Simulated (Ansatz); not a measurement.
Ansatz (a quantum-chemistry and plane-wave program) input:

Ansatz 0.2 input:
```yaml
crystal:
  lattice:
    - [3.8270829127, -2.2848340378, 0.0]
    - [3.8270829127, 2.2848340378, 0.0]
    - [0.0, 0.0, 4.5447037346]
  atoms:
    - { symbol: Ga, position: [0.9895391196, 0.3346331503, 0.25] }
    - { symbol: Ga, position: [0.0104608804, 0.6653668497, 0.75] }
    - { symbol: Ga, position: [0.3346331503, 0.9895391196, 0.75] }
    - { symbol: Ga, position: [0.6653668497, 0.0104608804, 0.25] }
kpoints:
  mp_grid: { grid: [11, 11, 9] }
hamiltonian:
  xc: pbesol
  pseudopotentials: { azcp: { folder: ./paw }, kind: paw }
scf:
  occupations: { method: fermi_dirac, width: 0.1 }
phonons:
  method: dfpt
  response_accuracy: low
  eigenvectors: true
  rigid_motions: translations
```

Output (shortened):

```
Pseudopotential: Ga, paw, valence charge 13
Functional definition: PBEsol
Crystal: 4 atoms, lattice volume = 79.480 Å³
Basis set: ecut = 420 eV, 1553 PW (Γ), exchange–correlation on 60×60×64 points (8 copies of the dense FFT grid, shifted against one another)
Bands: 32, of which v1, the nominal top of the filled ones, is band 26 counted from 1 (25 counted from 0)
Symmetry: 8 space group operations
k-points: 305 of 1089 (irreducible under 2 space group operations, time reversal used)
SCF iter   1: F=—  HF=-14972.846857 eV  |F-HF|=—  |Δ(HF+E_count)|=         —  Δρ=2.87e-2  dr2=4.63e-1  ethr=3.10e-3  ⟨swp⟩=5.6  Hψ=35700  notcnv=0
preconditioner: auto → Kerker (q_TF=auto, 2.542 Å⁻¹)
SCF iter   2: F=—  HF=-14972.774591 eV  |F-HF|=—  |Δ(HF+E_count)|=   7.23e-2  Δρ=2.01e-2  dr2=1.91e-1  ethr=8.90e-4  ⟨swp⟩=2.0  Hψ=20730  notcnv=0  defer=39
SCF iter   3: F=—  HF=-14972.785403 eV  |F-HF|=—  |Δ(HF+E_count)|=   1.08e-2  Δρ=7.17e-3  dr2=4.38e-2  ethr=3.67e-4  ⟨swp⟩=2.1  Hψ=16014  notcnv=0  defer=39
SCF iter   4: F=—  HF=-14972.774606 eV  |F-HF|=—  |Δ(HF+E_count)|=   1.08e-2  Δρ=1.99e-3  dr2=6.99e-3  ethr=8.42e-5  ⟨swp⟩=2.0  Hψ=19446  notcnv=0  defer=39
SCF iter   5: F=—  HF=-14972.773907 eV  |F-HF|=—  |Δ(HF+E_count)|=   6.99e-4  Δρ=8.92e-4  dr2=6.13e-4  ethr=1.34e-5  ⟨swp⟩=2.6  Hψ=17716  notcnv=0  defer=39
SCF iter   6: F=—  HF=-14972.773927 eV  |F-HF|=—  |Δ(HF+E_count)|=   1.95e-5  Δρ=1.82e-4  dr2=4.13e-5  ethr=1.18e-6  ⟨swp⟩=2.0  Hψ=17591  notcnv=0  defer=39
SCF iter   7: F=—  HF=-14972.773933 eV  |F-HF|=—  |Δ(HF+E_count)|=   6.16e-6  Δρ=5.93e-5  dr2=1.39e-6  ethr=7.94e-8  ⟨swp⟩=2.0  Hψ=17673  notcnv=0  defer=39
SCF iter   8: F=—  HF=-14972.773934 eV  |F-HF|=—  |Δ(HF+E_count)|=   1.36e-6  Δρ=2.17e-5  dr2=2.37e-7  ethr=2.67e-9  ⟨swp⟩=2.0  Hψ=17689  notcnv=0  defer=39
SCF iter  12: F=-14972.773934 eV  HF=-14972.773934 eV  |F-HF|=7.28e-12  |Δ(HF+E_count)|=  1.09e-11  Δρ=4.77e-8  dr2=2.49e-12  ethr=1.00e-12  ⟨swp⟩=5.5  Hψ=43143  notcnv=0
SCF 1 converged in 12 iterations: F = -14972.773934 eV  dr2 = 2.49e-12
DFPT response loops at Γ: preconditioner auto → Kerker (q_TF=auto, 2.542 Å⁻¹) (partly filled bands, converged f_vac=0.031) …
SCF converged after 12 iterations
Free energy (F): -14972.773934 eV
Harris-Foulkes:  -14972.773934 eV  (|F-HF|=7.28e-12)
Internal energy: -14972.744935 eV  (E = F + TS)
E sigma→0 (E₀):  -14972.759435 eV
Entropy (-TS):   -0.028999 eV (-7.250 meV/atom)
Fermi energy:    8.680279 eV
--- Per-component energies (eV) ---
  E_band       = -196.682563
  E_kinetic    = 447.301882
  E_local      = -5675.607018  (includes V_loc(G=0)·N_el)
  E_nonlocal   = -378.926355
  E_hartree    = 3618.350906
  E_xc         = -253.498908
  E_vxc        = -226.581654  (∫ρ·V_xc dr)
  E_paw        = -7792.241248  (= ΣΔE_a)
  E_vpaw       = -1599.570415  (= ΣTr[D̂ρ^β])
  E_aug_tail   = -0.000803  (compensation charges beyond the density's cutoff)
  E_ewald      = -4941.575306
  E_core_change = 3.451916  (= ΣΔE_core)
  E_smearing   = -0.028999  (= −TS)
  E_closure    = 0.000000  (closes the sum)
  Σ components = -14972.773934   (vs F -14972.773934, Δ=0.00e0)
  [band-id]    e_kinetic+e_local+e_nonlocal+2·e_hartree+e_vxc+e_vpaw+e_augmentation_tail = -196.682553   (vs E_band -196.682563, Δ=9.85e-6)
--- Band table (eV; the first three rows and the last of 305) ---
  k-point 0: bands = ["-6.4147", "-6.3918", "-6.3706", "-6.3326", "-6.2571", "-6.2456", "-6.2385", "-6.2305", "-6.1706", "-6.1644", "-6.1293", "-6.1240", "-6.1031", "-6.0971", "-6.0645", "-5.9788", "-5.9691", "-5.9574", "-5.9370", "-5.8825", "-2.3759", …
  k-point 1: bands = ["-6.4166", "-6.3922", "-6.3551", "-6.3366", "-6.2604", "-6.2422", "-6.2405", "-6.2302", "-6.1932", "-6.1558", "-6.1309", "-6.1090", "-6.0981", "-6.0947", "-6.0666", "-5.9846", "-5.9762", "-5.9485", "-5.9469", "-5.8785", "-2.2850", …
  k-point 2: bands = ["-6.4149", "-6.3904", "-6.3473", "-6.3195", "-6.2643", "-6.2632", "-6.2312", "-6.2301", "-6.2133", "-6.1423", "-6.1360", "-6.0936", "-6.0862", "-6.0852", "-6.0719", "-5.9945", "-5.9931", "-5.9740", "-5.9300", "-5.8714", "-2.0115", …
  k-point 304: bands = ["-6.4216", "-6.4030", "-6.3701", "-6.3527", "-6.3456", "-6.3311", "-6.3150", "-6.2957", "-6.1849", "-6.1725", "-6.1281", "-6.1021", "-6.0426", "-6.0209", "-5.9729", "-5.9666", "-5.9232", "-5.9070", "-5.8776", "-5.8743", "1.0670", …
--- Phonons (Γ-DFPT): 3 representative perturbations + reference, on 305 of 1089 k-points (Σ response iterations 9) ---
  ASR residual: 1.107e-4 → 0.000e0 eV/Å²; symmetrization residual: 8.803e-6 eV/Å²
  ASR residual per site (eV/Å²): 1.11e-4 1.11e-4 1.11e-4 1.11e-4
  Γ frequencies (cm⁻¹): 0.00 0.00 0.00 66.42 73.13 87.87 91.32 155.94 183.71 189.37 214.63 242.68
  non-analytic LO–TO correction: not included (Born effective charges unavailable; polar crystals: no LO–TO splitting at Γ)
```

Cost: roughly 2.9 core-minutes on shared cores.

Space group Cmcm. The first step of the workflow began from a Materials Project structure, measured or hypothetical; the Crystallography Open Database files this formula in space group No. 63, but the cells were not matched. It is not the phase usual at ambient conditions (space group No. 64). The PBEsol relaxation kept the symmetry of its start; of distortions, only those at the zone centre were tested. As this level gives no gap, phonon frequencies hold no LO–TO term and depend on the k-mesh and smearing (Fermi–Dirac, 0.1 eV here). Spin–orbit coupling is left out wherever it is not named.

Potentials: the earlier of the program's two PAW sets.

Ansatz is a plane-wave DFT program.
